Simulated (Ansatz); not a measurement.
Crystals of one structure type (zinc blende) and one family of elements, relaxed and computed with PBEsol in the plane-wave PAW code Ansatz.

```csv
crystal,gap (eV),ε∞
BAs,1.08,?
BP,1.11,9.30
GaP,1.45,10.6
AlN,3.19,4.65
BN,4.29,4.63
```

Problem. Fit a straight line to ln ε∞ against ln E_g and predict the withheld value.

Solution. Least squares on the 4 shown rows: ln ε∞ = -0.65 × ln E_g + (2.418), with a scatter of 14.0 %. For BAs this gives 10.7. The run itself gave 9.87, a miss of 8.4 % of that.

All cells were relaxed under the symmetry of their starts (and spin orders); stability against distortions was not tested throughout. Spin–orbit coupling is left out wherever it is not named.

Potentials: the earlier of the program's two PAW sets. The files were generated under PBE; for other functionals the program regenerates the frozen cores, and for LDA and PBEsol the local potential too.
